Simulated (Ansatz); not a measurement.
Polymorphs of BN, each relaxed with plane-wave PAW LDA (Ansatz code):

A: R3m
a = 2.4880 Å, b = 2.4880 Å, c = 9.6781 Å, α = 90.00°, β = 90.00°, γ = 120.00°

```json
[
 {"atom": "B", "site": "3a", "symmetry": "3m", "x": "0.0000", "y": "0.0000", "z": "0.0003"},
 {"atom": "N", "site": "3a", "symmetry": "3m", "x": "0.0000", "y": "0.0000", "z": "0.6673"}
]
```

B: zinc blende (F-43m)
a = b = c = 3.580 Å, α = β = γ = 90.00°

```csv
atom,site,symmetry,x,y,z
B,4a,-43m,0.0000,0.0000,0.0000
N,4d,-43m,0.7500,0.7500,0.7500
```

Problem. Order them by energy per atom at 0 K (lowest first) at the level LDA.

Solution. B (+0 meV/atom), A (+59 meV/atom)

Problem. Give each one's gap.

Solution. A 3.95 eV; B 4.39 eV.

Not the usual ambient phase: A. Weakly bound layers, chains or molecules computed without a dispersion correction, so cells and soft constants are ill determined: A. All cells were relaxed under the symmetry of their starts (and spin orders); stability against distortions was not tested throughout.

Energies hold the estimated change up to a 700 eV cutoff; steps of a few meV lie near the error of the meshes.

Potentials: the earlier of the program's two PAW sets. The files were generated under PBE; for other functionals the program regenerates the frozen cores, and for LDA and PBEsol the local potential too.
